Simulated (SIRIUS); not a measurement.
Worked example: self-consistent single point of Cu (Fm-3m, 1 atom in the cell; from Materials Project mp-30, changed as shown) in SIRIUS.

Computed with PBE, PseudoDojo 0.5 standard norm-conserving PBE (tails mended) pseudopotentials (plane waves; SIRIUS).

The change in words: volume scaled by 1.06. Reference geometry (Fm-3m):
```xyz
1
Lattice="0.0000 1.7887 1.7887 1.7887 0.0000 1.7887 1.7887 1.7887 0.0000" Properties=species:S:1:pos:R:3 pbc="T T T"
Cu     0.0000     0.0000     0.0000
```

Reference input (self-consistent single point, DFT, PBE, plane waves, PseudoDojo 0.5 standard norm-conserving PBE (tails mended) pseudopotentials): parameters.ngridk = 22 22 22; parameters.xc_functionals = [XC_GGA_X_PBE, XC_GGA_C_PBE]; parameters.gk_cutoff = 9.592 1/bohr; parameters.pw_cutoff = 19.184 1/bohr; parameters.smearing = fermi_dirac; parameters.smearing_width = 0.00367493 Ha; potentials = PseudoDojo 0.5 standard norm-conserving PBE (tails mended) pseudopotentials; parameters.electronic_structure_method = pseudopotential; parameters.num_bands = 14; parameters.num_mag_dims = 0; parameters.num_dft_iter = 100; parameters.energy_tol = 1e-07 Ha. This run's input differs from it in these lines:

```diff
@@ -32,7 +32,7 @@
     "lattice_vectors": [
-      [0.0, 0.7071068509, 0.7071068509],
-      [0.7071068509, 0.0, 0.7071068509],
-      [0.7071068509, 0.7071068509, 0.0]
+      [0.0, 0.7071068226, 0.7071068226],
+      [0.7071068226, 0.0, 0.7071068226],
+      [0.7071068226, 0.7071068226, 0.0]
     ],
-    "lattice_vectors_scale": 4.780298,
+    "lattice_vectors_scale": 4.874054,
     "atom_coordinate_units": "lattice",
```

The program printed (abridged):

```
[find] density tolerance         : 1e-06
[find] total energy tolerance    : 1e-07
[find] iter_solver_tol (initial) : 0.01
[find] iter_solver_tol (target)  : 1e-13
[find] num_dft_iter              : 100
Charges and magnetic moments
--------------------------------------------------------------------------------
total charge          : 19.000000
[find] | SCF iteration   0 out of 100|
[diagonalize] iterative solver tolerance (occupied, empty): 0.01 0.01
[diagonalize] average number of iterations: 3.60061
[find] Charges and magnetic moments
[find] total charge          : 19.000000
[find] Energy
   [... lines left out ...]

[find] Charges and magnetic moments
[find] total charge          : 19.000000
[find] Energy
[find] smearing (-TS)                 :      -0.00035081
[find] Total energy                   :    -189.61102673 (Ha),    -379.22205346 (Ry)
[find] Free energy (E-TS)             :    -189.61137754 (Ha),    -379.22275509 (Ry)
[find] band gap (eV)                  :       0.00000000
[find] Efermi                         :       0.61794919
[find] iteration : 10, RMS (target) : 1.2089e-07 (1.0000e-06) , energy difference (target) : 6.7971e-10 (1.0000e-07)
[find] bands are converged : true
[find] iterative solver converged : true
[find] converged after 11 SCF iterations!
[find] Charges and magnetic moments
[find] total charge          : 19.000000
[find] Energy
[find] smearing (-TS)                 :      -0.00035081
[find] Total energy                   :    -189.61102673 (Ha),    -379.22205346 (Ry)
[find] Free energy (E-TS)             :    -189.61137754 (Ha),    -379.22275509 (Ry)
[find] band gap (eV)                  :       0.00000000
[find] Efermi                         :       0.61794919
[ground_state] === stress tensor components [kbar] ===
[ground_state] === stress_total ===
[ground_state]    22.801678    0.000000    0.000000
[ground_state]     0.000000   22.801678   -0.000000
[ground_state]     0.000000   -0.000000   22.801678
[ground_state] ==== total Forces in Ha/bohr =====
[ground_state] atom:    0, force:       0.0000000      0.0000000      0.0000000
```

The run converged in 11 iterations. SIRIUS prints the stress tensor with tension positive. Against the reference run the free energy goes down by 8.5 meV/atom and the pressure goes from 6.68 to -2.28 GPa.

The structure comes from a collection of computed structures, made at another level of theory; the collection holds predicted forms beside known ones.

Cost on one core: roughly 70 core-seconds.

The gap that the log prints is read on the run's mesh, which can miss the band edges or a crossing.

“Tails mended”: in these copies of the files the far tail of each local potential was reset to the Coulomb form.
